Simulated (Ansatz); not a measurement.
Polymorphs of Sb, each relaxed with plane-wave PAW LDA (Ansatz code):

A: simple cubic (Pm-3m)
a = b = c = 3.041 Å, α = β = γ = 90.00°

```
atom  site  symmetry       x       y       z
----  ----  --------  ------  ------  ------
Sb      1a      m-3m  0.0000  0.0000  0.0000
```

B: I-43m
a = b = c = 6.5797 Å, α = β = γ = 90.00°

| atom | site | symmetry | x | y | z |
|---|---|---|---|---|---|
| Sb | 8c | .3m | 0.1534 | 0.1534 | 0.1534 |

Q: Order them by energy per atom at 0 K (lowest first) at the level LDA.

A: A (+0 meV/atom), B (+327 meV/atom)

Q: Give each one's gap.

A: A no gap; B 0.20 eV.

Typed or built starts, not in the databases checked: B. Not the usual ambient phase: A; B. Weakly bound layers, chains or molecules computed without a dispersion correction, so cells and soft constants are ill determined: B. All cells were relaxed under the symmetry of their starts (and spin orders); stability against distortions was not tested throughout. Spin–orbit coupling is left out wherever it is not named.

Energies hold the estimated change up to a 700 eV cutoff; steps of a few meV lie near the error of the meshes.

Potentials: the earlier of the program's two PAW sets. The files were generated under PBE; for other functionals the program regenerates the frozen cores, and for LDA and PBEsol the local potential too.
